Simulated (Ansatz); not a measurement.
Density of states of Cl (Cmce, a = 6.584 Å, b = 4.069 Å, c = 8.099 Å, α = 90.00°, β = 90.00°, γ = 90.00°), in states per eV and primitive cell, averaged over bins of 0.5 eV. Method: DFT PBE+D3(BJ), scalar-relativistic, plane waves, PAW in Ansatz 0.2.0.

Settings: cutoff 420 eV, Γ-centred mesh 8×8×4 on the computed 4-atom cell, Gaussian smearing of 0.02 eV; no spin polarisation.

The cell is relaxed at this level. The states (both spins) are summed by tetrahedra on a 12×12×6 mesh at the self-consistent density. Energies are bin centres; the table starts no lower than −8 eV and ends at 6 eV, or lower where the solved bands end.

The gap is 2.19 eV at this level, with the zero inside it.

```csv
E − E_F (eV),total,Cl 3p,Cl 3s
-6.60,3.09,2.84,0.21
-6.10,3.69,3.32,0.33
-5.60,1.22,1.06,0.13
-5.10,0.26,0.26,0.00
-4.60,4.62,4.53,0.05
-4.10,4.87,4.79,0.04
-3.60,6.21,6.13,0.03
-3.10,0.04,0.04,0.00
-2.60,0.09,0.09,0.00
-2.10,3.81,3.76,0.03
-1.60,8.17,8.09,0.05
-1.10,3.93,3.90,0.01
-0.60,0.00,0.00,0.00
-0.10,0.00,0.00,0.00
0.40,0.00,0.00,0.00
0.90,0.06,0.05,0.00
1.40,4.77,4.36,0.27
1.90,3.18,2.95,0.12
2.40,0.00,0.00,0.00
2.90,0.00,0.00,0.00
3.40,0.00,0.00,0.00
3.90,0.00,0.00,0.00
4.40,0.00,0.00,0.00
4.90,0.00,0.00,0.00
5.40,0.00,0.00,0.00
```

The columns after the total are the Löwdin projections on the occupied valence shells of the potentials. The rest of the total lies in shells that are empty in the free atom, which aren't projected, and between the atoms.